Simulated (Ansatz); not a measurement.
The relaxed structure here is a generated cell of Nb: the first start was made by placing the elements on the sites of a structure type, and the end was not matched to a known phase here, so it may be hypothetical. Known forms of Nb include space group No. 229.

A relaxed cell of Nb (P6₃/mmc (No. 194)), relaxed on a k-mesh at least as fine as the one used below. All values below come from PBEsol (plane waves to 420 eV, PAW, scalar-relativistic; Ansatz, a quantum-chemistry and plane-wave program). Γ-centred k-mesh 13×7×6 on the run's cell (coarser than for final values), Fermi–Dirac smearing 0.05 eV.

```
CELL_PARAMETERS angstrom
      2.83259     0.00000     0.00000
     -2.83259     4.90619     0.00000
      0.00000     0.00000     5.19045
ATOMIC_POSITIONS crystal
  Nb 0.33333 0.33333 0.25000
  Nb 0.33333 0.83333 0.25000
  Nb 0.66667 0.16667 0.75000
  Nb 0.66667 0.66667 0.75000
```

The atoms are displaced by (Å):

| atom | ux | uy | uz |
|---|---|---|---|
| Nb1 | -0.132 | -0.030 | 0.073 |
| Nb2 | 0.008 | 0.101 | -0.043 |
| Nb3 | 0.228 | 0.010 | 0.129 |
| Nb4 | 0.076 | 0.014 | 0.065 |

Problem. What forces (eV/Å) and pressure result?

Solution. 
```json
[
 {"atom": "Nb1", "Fx": "0.14", "Fy": "1.16", "Fz": "0.60"},
 {"atom": "Nb2", "Fx": "-0.47", "Fy": "-0.76", "Fz": "0.99"},
 {"atom": "Nb3", "Fx": "-0.08", "Fy": "-0.11", "Fz": "-0.81"},
 {"atom": "Nb4", "Fx": "0.41", "Fy": "-0.28", "Fz": "-0.77"}
]
```

Pressure +1.3 GPa.

Problem. Estimate the energy cost of the displacement in the harmonic approximation and compare with the calculation.

Solution. For a harmonic well ΔE = −½ Σ F·u = 0.140 eV a cell, or 35 meV/atom. The calculated energy relative to the undisplaced cell is +0.04 eV/atom, so the harmonic estimate holds well.

The undisplaced cell is probably no minimum: from this displacement the run went on to Im-3m (No. 229), 0.31 eV/atom below it.

No spin polarisation in the result.
